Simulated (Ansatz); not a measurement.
## Computed properties of Ge

Ge:
```xyz
12
Lattice="5.9292 0.0000 0.0000 0.0000 5.9292 0.0000 0.0000 0.0000 6.9548" Properties=species:S:1:pos:R:3 pbc="T T T"
Ge     0.5251     0.5251     0.0000
Ge     2.4395     3.4897     5.2161
Ge     5.4041     5.4041     3.4774
Ge     3.4897     2.4395     1.7387
Ge     1.0203     2.1903     1.7906
Ge     0.7743     3.9849     0.0519
Ge     4.9089     3.7389     5.2680
Ge     5.1549     1.9443     3.5293
Ge     3.9849     0.7743     6.9029
Ge     3.7389     4.9089     1.6868
Ge     1.9443     5.1549     3.4255
Ge     2.1903     1.0203     5.1642
```

Space group P4_32_12 (No. 96); conventional cell a = b = 5.929 Å, c = 6.955 Å, α = β = γ = 90.00°.

Method: PBEsol in the plane-wave PAW code Ansatz. Structure relaxed to zero pressure with the same functional. Other levels are named where they apply.

**Cell and energy**

```yaml
volume_per_atom: 20.38 Å³
density: 5.92 g/cm³
```

**Electronic structure**

```yaml
band_gap: 0.40 eV (smallest direct gap 0.42 eV)
valence_band_maximum: off the standard path, at k = (0.331, 0.331, -0.073)
conduction_band_minimum: on the M–Γ line, 31 % of the way from M (4 equivalent valleys)
electron_effective_mass: 0.052, 0.078, 0.10 mₑ (principal values)
hole_effective_mass: 0.062, 0.86, 1.4 mₑ (principal values)
HSE06 gap on the PBEsol cell: 0.98 eV
Gap with spin–orbit coupling: 0.38 eV
```

**Mechanics**

```yaml
Bulk modulus (Birch–Murnaghan fit): 58.5 GPa
Pressure derivative B′: 4.9
Elastic constants (relaxed ions, GPa): C11 = 153, C12 = 22.1, C13 = 29.7, C33 = 86.0, C44 = 50.0, C66 = 39.0
mechanical_stability: stable (all eigenvalues of C positive)
hill_bulk_and_shear_moduli: 60.1 and 47.3 GPa
Young's modulus: 112 GPa
Poisson's ratio: 0.19
debye_temperature_from_the_elastic_constants: 340 K
Piezoelectric stress constants (proper, relaxed ions, C/m²): e14 = -0.21, e25 = 0.21
```

**Phonons**

```yaml
highest_zone_centre_frequency: 281 cm⁻¹
zone_centre_stability: no imaginary mode at Γ
dynamical_stability_on_the_path: stable (no imaginary branch)
zero_point_energy: 30.8 meV/atom
Vibrational entropy at 300 K: 35.1 J/(K·mol of atoms)
```

The workflow started from a Materials Project entry (that database holds measured and hypothetical structures alike); the Crystallography Open Database files this formula in space group No. 96, but the cells were not matched. It is not the phase usual at ambient conditions (space group No. 227). The cell was relaxed with PBEsol under the symmetry of its start. Spin–orbit coupling is left out wherever it is not named.

Potentials: the later of the program's two PAW sets.
